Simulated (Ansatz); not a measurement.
Ga2AsRh5:
```
CELL_PARAMETERS angstrom
      5.45381     0.00000     0.00000
      0.00000    10.18473     0.00000
      0.00000     0.00000     4.01626
ATOMIC_POSITIONS crystal
  Ga 0.38770 0.64984 0.50000
  Ga 0.61230 0.35016 0.50000
  Ga 0.88770 0.85016 0.50000
  Ga 0.11230 0.14984 0.50000
  As 0.00000 0.50000 0.00000
  As 0.50000 0.00000 0.00000
  Rh 0.33274 0.89662 0.50000
  Rh 0.66726 0.10338 0.50000
  Rh 0.83274 0.60338 0.50000
  Rh 0.16726 0.39662 0.50000
  Rh 0.86233 0.27617 0.00000
  Rh 0.13767 0.72383 0.00000
  Rh 0.36233 0.22383 0.00000
  Rh 0.63767 0.77617 0.00000
  Rh 0.50000 0.50000 0.00000
  Rh 0.00000 0.00000 0.00000
```

Relaxed with r²SCAN. Special points in fractions of this cell's reciprocal vectors: Γ (0.000, 0.000, 0.000); X (0.500, 0.000, 0.000); S (0.500, 0.500, 0.000); Y (0.000, 0.500, 0.000); Z (0.000, 0.000, 0.500); U (0.500, 0.000, 0.500); R (0.500, 0.500, 0.500); T (0.000, 0.500, 0.500).

Problem. List the band energies nearest the Fermi level at these points for r²SCAN (plane waves, PAW; program Ansatz).

Solution. In eV from the Fermi level; about four levels below and three above (degenerate sets whole), none deeper than 8.9 eV; points with the same levels are listed once.

```json
[
 {"k": "Γ", "below": "-0.48 -0.39 -0.28 -0.03", "above": "0.03 0.18 0.21"},
 {"k": "X", "below": "-0.91 -0.91 -0.18 -0.18", "above": "0.21 0.21 0.59 0.59"},
 {"k": "S", "below": "-0.60 -0.60 -0.38 -0.38", "above": "0.06 0.06 0.41 0.41"},
 {"k": "Y", "below": "-0.46 -0.46 -0.24 -0.24", "above": "0.26 0.26 0.91 0.91"},
 {"k": "Z", "below": "-0.60 -0.55 -0.19 -0.08", "above": "0.07 0.13 1.03"},
 {"k": "U", "below": "-0.89 -0.89 -0.13 -0.13", "above": "0.92 0.92 1.17 1.17"},
 {"k": "R", "below": "-0.88 -0.88 -0.79 -0.79", "above": "0.14 0.14 0.99 0.99"},
 {"k": "T", "below": "-0.84 -0.84 -0.34 -0.34", "above": "0.74 0.74 0.85 0.85"}
]
```

Space group Pbam. The workflow started from a Materials Project entry (that database holds measured and hypothetical structures alike); the Crystallography Open Database copy checked does not list it. Whether it is the stable phase at ambient conditions was not checked. The cell was relaxed with r²SCAN under the symmetry of its start; its stability against distortions is not shown here. No spin polarisation was allowed. Spin–orbit coupling is left out wherever it is not named.

Potentials: the later of the program's two PAW sets.
